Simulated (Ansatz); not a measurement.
Tl3VSe4:
```
CELL_PARAMETERS angstrom
     -3.91268     3.91268     3.91268
      3.91268    -3.91268     3.91268
      3.91268     3.91268    -3.91268
ATOMIC_POSITIONS crystal
  V  0.00000 0.00000 0.00000
  Tl 0.50000 0.50000 0.00000
  Tl 0.00000 0.50000 0.50000
  Tl 0.50000 0.00000 0.50000
  Se 0.66327 0.66327 0.66327
  Se 0.33673 0.00000 0.00000
  Se 0.00000 0.00000 0.33673
  Se 0.00000 0.33673 0.00000
```

Relaxed with r²SCAN.

Task: Give the Bader charges and basin volumes of the independent atoms, plane-wave PAW r²SCAN (Ansatz code).

Result: 

```
atom  Bader charge (e)  Bader volume (Å³)
----  ----------------  -----------------
V1               +1.43               10.9
Tl2              +0.57               30.5
Se5              -0.79               34.3
```

Space group I-43m. The workflow started from a Materials Project entry (that database holds measured and hypothetical structures alike); the Crystallography Open Database copy checked does not list it. Its standing as an ambient phase is unchecked. The cell was relaxed with r²SCAN under the symmetry of its start; its stability against distortions is not shown here. The run is not spin-polarised. Scalar-relativistic: spin–orbit coupling is off unless named, which matters more the heavier the elements.

Potentials: the later of the program's two PAW sets.
